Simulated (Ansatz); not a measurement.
**Pt: clamped-ion strain scan**

Theory: Ansatz 0.2.0, DFT PBEsol, scalar-relativistic, plane waves, PAW. Cutoff 420 eV, Γ-centred 20×20×20 k-points, Gaussian smearing of 0.15 eV. Spin–orbit coupling is left out, which can shift energies with elements as heavy as these. No spin polarisation. Energies are free energies at this smearing, counted from the undisturbed cell; pressure is positive in compression.

The starting cell (as given, not relaxed at this level; it stands at 0.6 GPa):

```
CELL_PARAMETERS angstrom
0.00000 1.95790 1.95790
1.95790 0.00000 1.95790
1.95790 1.95790 0.00000
ATOMIC_POSITIONS crystal
Pt 0.00000 0.00000 0.00000
```

The cell is strained by ε times the Voigt pattern (1, 1, 0, 0, 0, 0) (xx, yy, zz, yz, xz, xy; engineering shear) with fractional coordinates fixed. The cell is metallic on the mesh throughout.

Question: Over the sampled range (-0.1000 to 0.1000), is the undisturbed cell the lowest point?

Answer: Yes, every other sampled point lies higher.

Question: Which end lies higher in energy, -0.1000 or +0.1000?

Answer: -0.1000: 853.6 against 397.1.

The scan:

```csv
ε,ΔE (meV/atom)
-0.1000,853.6
-0.0750,438.4
-0.0500,179.3
-0.0250,42.3
0.0000,0.0
0.0250,30.1
0.0500,114.9
0.0750,240.8
0.0875,315.7
0.1000,397.1
```